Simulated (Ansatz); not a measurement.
## Eu (bcc)

Level of theory: DFT, PBE with spin–orbit coupling, two-component spinors; plane waves to 420 eV with PAW datasets (Ansatz 0.2.0), Γ-centred 14×14×14 mesh, 0.05 eV Gaussian smearing. The datasets are Ansatz's generated set soft_2.

```xyz
1
Lattice="-2.1811 2.1811 2.1811 2.1811 -2.1811 2.1811 2.1811 2.1811 -2.1811" Properties=species:S:1:pos:R:3 pbc="T T T"
Eu    0.0000    0.0000    0.0000
```

Magnetic state: ferromagnetic, site spin moments Eu 6.43 μB, along [001] (Cartesian), which lowers the symmetry.

Problem. Which orbitals carry the states at the Fermi level, and how many states are there?

Solution. Within 0.1 eV of it: Eu 5d 70 %, Eu 4f 25 % (shares among the projected shells). The Fermi level sits on a steep edge: the density of states is 1.7, 1.3 and 1.3 states/eV per cell at −0.1, 0 and +0.1 eV.

Density of states (tetrahedra, averaged over 0.5 eV; states/eV per cell of 1 atom; energy in eV from the Fermi level; projections on Löwdin-orthogonalised atomic orbitals, summed over sites):

```
    E  total  Eu 5d  Eu 4f j=7/2  Eu 4f j=5/2  Eu 6s  Eu 5p
-4.10    0.0    0.0          0.0          0.0    0.0    0.0
-3.60    0.1    0.0          0.0          0.0    0.1    0.0
-3.10    0.2    0.0          0.0          0.0    0.1    0.0
-2.60    0.3    0.1          0.0          0.0    0.2    0.0
-2.10    0.4    0.1          0.0          0.0    0.2    0.0
-1.60    0.7    0.4          0.0          0.0    0.3    0.0
-1.10    1.2    0.7          0.1          0.2    0.2    0.0
-0.60   10.4    0.8          3.7          5.7    0.2    0.0
-0.10    5.2    1.0          3.5          0.6    0.1    0.0
 0.40    1.9    1.6          0.1          0.1    0.1    0.0
 0.90    2.1    1.8          0.0          0.0    0.1    0.0
 1.40    2.0    1.7          0.0          0.0    0.1    0.0
 1.90    1.0    0.9          0.0          0.0    0.0    0.0
 2.40    0.8    0.7          0.0          0.0    0.0    0.0
 2.90    1.2    1.0          0.1          0.1    0.0    0.0
 3.40    2.0    1.3          0.3          0.3    0.0    0.0
 3.90    6.3    1.6          1.9          2.5    0.2    0.0
```

Of the 6.84 f electrons on Eu, 3.25 have j = 5/2 and 3.59 have j = 7/2, a share of 47 % in j = 5/2. Without spin–orbit coupling the share would be 6/14 = 43 %, in the jj limit 88 %, so the shell stands 10 % of the way to jj coupling; exchange, which aligns spins across both levels, holds it back.

Without a U the 4f levels of Eu lie too near the Fermi level, so their share of the states there, and what hangs on it, is overstated. Site moments are of spin, integrated over Gaussian weights of 0.5 Å, which gives about a tenth less on f atoms than spheres do. Only parallel moments were tried, so the real magnetic order may be another.

On the Eu 4f shell the spin moment is 6.79 μB and the orbital moment 0.15 μB, opposed to it, 6.64 μB net (projected on atomic orbitals, along the moments' axis).
